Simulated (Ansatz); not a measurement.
# Structure relaxation, ScAu

The start is a randomly generated symmetric cell of ScAu (space group No. 56). The cell and all atomic positions are relaxed at zero pressure with PBE (plane waves to 420 eV, PAW, scalar-relativistic; Ansatz, an electronic-structure program). The first steps use a coarse 6×4×9 k-mesh.

Input geometry:
```
CELL_PARAMETERS angstrom
      6.04761     0.00000     0.00000
      0.00000     8.17835     0.00000
      0.00000     0.00000     3.75213
ATOMIC_POSITIONS crystal
  Au 0.00000 0.00000 0.00000
  Au 0.50000 0.50000 0.00000
  Au 0.00000 0.50000 0.50000
  Au 0.50000 0.00000 0.50000
  Sc 0.25000 0.25000 0.13793
  Sc 0.75000 0.75000 0.36207
  Sc 0.75000 0.75000 0.86207
  Sc 0.25000 0.25000 0.63793
```

### Question
What symmetry does the relaxed structure have?

### Answer
The space group goes from Pccn (No. 56) to Cccm (No. 66), with 4 atoms in the primitive cell.

### Question
How much energy is released per atom?

### Answer
About 2.2 eV/atom.

### Question
How does the volume per atom move from start to end?

### Answer
-7.9 %, from 23.20 to 21.36 Å³/atom.

### Question
How do the shortest distances between atoms change?

### Answer
The closest pairs of elements (up to four, under 3.6 Å), start → end: Sc–Sc 1.88 → 3.14 Å; Au–Sc 2.60 → 2.79 Å; Au–Au 3.56 → 3.14 Å.

### Question
Is the relaxed structure metallic? Give its gap.

### Answer
No gap (metallic).

### Question
Give the final cell and atomic positions.

### Answer

Space group Cccm (No. 66); a = 3.1360 Å, b = 6.3195 Å, c = 8.6235 Å, α = 90.00°, β = 90.00°, γ = 90.00°

| atom | site | symmetry | x | y | z |
|---|---|---|---|---|---|
| Au | 4e | ..2/m | 0.2500 | 0.2500 | 0.0000 |
| Sc | 4a | 222 | 0.0000 | 0.0000 | 0.2500 |
(The calculation used a cell of 4 atoms; values per cell refer to that cell.)

Final values are on a 16×16×6 k-mesh of the relaxed cell. The start holds a very short contact (Sc–Sc 1.88 Å). No spin polarisation in the result.

The run could not lose the symmetry of its start: the end is stationary, and may be a saddle point rather than a minimum.

The relaxed structure here is a generated cell of ScAu: the first start was made by a random draw of sites in a space group, and the end was not matched to a known phase here, so it may be hypothetical.
